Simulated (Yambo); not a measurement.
G0W0@PBEsol for LiNbO$_{2}$ (space group P6_3/mmc, No. 194) in Yambo. Reference settings: 6×6×1 Γ-centred k mesh, bands 5 to 156 and a 8 Ry block in the screening, 156 bands in G with the Bruneval-Gonze terminator, plasmon pole fitted at 27.2 eV. The PBEsol gap Γ → Γ on this mesh is 1.59 eV; G0W0 gaps are taken between the same points.

With and without the terminator, as bands are cut:

| bands in G (in W) | gap, terminator (eV) | gap, none (eV) | valence shift, terminator (eV) | valence shift, none (eV) |
|---|---|---|---|---|
| 66 (156) | 2.319 | 2.403 | 0.049 | 0.821 |
| 104 (156) | 2.305 | 2.346 | 0.015 | 0.442 |
| 156 (156) | 2.304 | 2.329 | 0.004 | 0.224 |

Over this range the gap spans 0.015 eV with the terminator and 0.074 eV without, the valence shift 0.045 eV and 0.597 eV. Neither column has reached its limit for certain.

Spin-orbit coupling is not included.

Geometry of the Materials Project entry, not relaxed at this level; primitive cell a = b = 2.922 Å, c = 10.451 Å, α = β = 90.00°, γ = 120.00°.

A shift is the quasiparticle energy of the state minus its PBEsol energy.
